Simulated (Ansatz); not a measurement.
Task: Name crystals whose computed values (plane-wave PAW PBEsol (Ansatz code)) fall in these windows: highest Γ mode, no LO–TO term (cm⁻¹) 190 to 250; B₀ by P(V) fit (GPa) 75 to 110.

Result: 

```
crystal                                        highest Γ mode, no LO–TO term (cm⁻¹)  B₀ by P(V) fit (GPa)
---------------------------------------------  ------------------------------------  --------------------
ZrSnTe, P4/nmm (Zr on 2c, Sn on 2a, Te on 2c)                                   216                  93.2
YSe, rock salt                                                                  212                  87.1
MgPd, CsCl type                                                                 247                   104
Ga2Cu, P4/mmm (Ga on 2h, Cu on 1a)                                              242                  93.9
ScZn, CsCl type                                                                 202                  83.5
```
Others may fit too.

Standing as an ambient phase not checked: ZrSnTe, P4/nmm (Zr on 2c, Sn on 2a, Te on 2c); YSe, rock salt; MgPd, CsCl type; Ga2Cu, P4/mmm (Ga on 2h, Cu on 1a); ScZn, CsCl type. Unstable at this level: MgPd, CsCl type. All cells were relaxed under the symmetry of their starts (and spin orders); stability against distortions was not tested throughout. Rows with no word on spin ran without spin polarisation. Scalar-relativistic: spin–orbit coupling is off unless named, which matters more the heavier the elements.

Potentials: the later of the program's two PAW sets.
